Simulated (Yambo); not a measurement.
G0W0@PBEsol for ScOF (space group P2_1/c, No. 14) in Yambo (2×2×2 mesh, 8 Ry block, plasmon pole, screening fixed), without a terminator:

```tsv
bands N in G	gap (0, -0.5, 0) → (-0.5, 0, 0) (eV)	shift of the valence edge (eV)
117	7.215	-0.020
186	7.240	-0.337
278	7.219	-0.501
```

Extrapolate both columns to infinite N with E(N) = E∞ + A/N, test the form, and compare with the terminator.

From two points, E∞ = (N2 E2 − N1 E1)/(N2 − N1). The two largest N give 7.18 eV for the gap and -0.83 eV for the shift; the two smallest give 7.28 eV and -0.87 eV. For the gap the slopes A are -7.9 and 12 eV: the form isn't reached, and its limit is uncertain. For the shift the slopes A are 100 and 92 eV: the 1/N form holds. With the Bruneval-Gonze terminator and 278 bands the run gives 7.16 eV and -0.71 eV, 0.02 eV and 0.12 eV from the extrapolated values: the terminator too is an estimate of the remainder. Block, mesh and the bands in W are held fixed.

Geometry of the Materials Project entry, not relaxed at this level; primitive cell a = 5.1843 Å, b = 5.1559 Å, c = 5.2496 Å, α = γ = 90.00°, β = 99.86°.

The structure is a Materials Project entry; no match was found in the copy of COD used, and its stability was not checked.

A shift is the quasiparticle energy of the state minus its PBEsol energy.
